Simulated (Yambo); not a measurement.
```
SrNH
1.0
    7.54225     0.00000     0.00000
    0.00000     3.95268     0.00000
    0.00000     0.00000     5.59960
H N Sr
4 4 4
Direct
  0.01801   0.25000   0.10941
  0.98199   0.75000   0.89059
  0.48199   0.75000   0.60941
  0.51801   0.25000   0.39059
  0.11664   0.25000   0.23703
  0.88336   0.75000   0.76297
  0.38336   0.75000   0.73703
  0.61664   0.25000   0.26297
  0.35283   0.75000   0.19279
  0.64717   0.25000   0.80721
  0.14717   0.25000   0.69279
  0.85283   0.75000   0.30721
```

SrNH (space group Pnma, No. 62): mean Im ε in 1 eV windows above the direct gap of 3.29 eV, for different electron-hole kernels (Yambo, broadening 0.15 eV, norm-conserving LDA (Quantum ESPRESSO, 84 Ry, without SOC) bands; 2×4×4 mesh, 12 valence and 22 conduction bands, static screening with 94 bands and a 3 Ry block, scissor 1.40 eV, Tamm-Dancoff; field along x).

```csv
window (eV),independent quasiparticles,RPA (no attraction),BSE
3.3 to 4.3,1.4,1.2,2.5
4.3 to 5.3,2.0,1.7,3.7
5.3 to 6.3,3.5,3.1,3.5
6.3 to 7.3,3.0,2.6,4.7
7.3 to 8.3,4.2,3.6,4.4
8.3 to 9.3,4.6,3.9,3.6
```

This run doesn't resolve bound excitons or single peaks, so only averages are given, and they too depend on the mesh; weight that the attraction moves below the gap isn't listed. All transitions below 10.59 eV are in the band window. The scissor comes from a G0W0 run whose convergence isn't established.

Geometry of the Materials Project entry, not relaxed at this level.

The structure is a Materials Project entry; no match was found in the copy of COD used, and its stability was not checked.
